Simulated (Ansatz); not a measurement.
Compressing NbB₂: a fit and a missing row

NbB₂, P6/mmm, a = 3.103 Å, c = 3.321 Å. The structure is a COD entry; whether it is the stable form wasn't checked. Ansatz: r2SCAN, PAW, 500 eV, Γ-centred 18×18×12 mesh on 3 atoms, Gaussian smearing 0.10 eV; no spin polarisation. Shape and atoms are relaxed at each volume; pressure is positive in compression.

| V (Å³/atom) | P (GPa) |
| --- | --- |
| 8.124 | ? |
| 8.401 | 33.57 |
| 8.678 | 20.63 |
| 8.955 | 9.53 |
| 9.232 | -0.01 |
| 9.509 | -8.20 |
| 9.786 | -15.24 |
| 10.155 | -23.09 |

Question: Take V0 = 9.232 Å³/atom, count pressures from its P0 = -0.01 GPa, fit the third-order Birch–Murnaghan form to the other rows, and predict the missing pressure.

Answer: With the Eulerian strain f = ½[(V0/V)^(2/3) − 1] and y = (P − P0)/[3f(1 + 2f)^(5/2)], the form is the line y = B0 + 1.5 B0 (B0′ − 4) f. Rows (f, y): 0.03245, 294.8; 0.02106, 294.7; 0.01026, 294.6; -0.00976, 293.8; -0.01905, 293.7; -0.03078, 293.0. Means f = 0.0006967, y = 294.10; Σ(Δf)² = 0.003004, ΣΔfΔy = 0.08489; the slope is their ratio. y = 294.1 + 28.25 f GPa, so B0 = 294.1 GPa and B0′ = 4 + 2 × (28.25)/(3 × 294.1) = 4.06. At V = 8.124, f = 0.04449, y = 295.36 and P = 48.77 GPa. The run gave 48.65 GPa, so the fit is 0.12 GPa too high, a small miss on the scale of the series.

Cost: 8 runs of about 9.9 core-minutes in all, on Intel Xeon Processor @ 2.50GHz (Skylake/Cascade Lake) (shared hosts).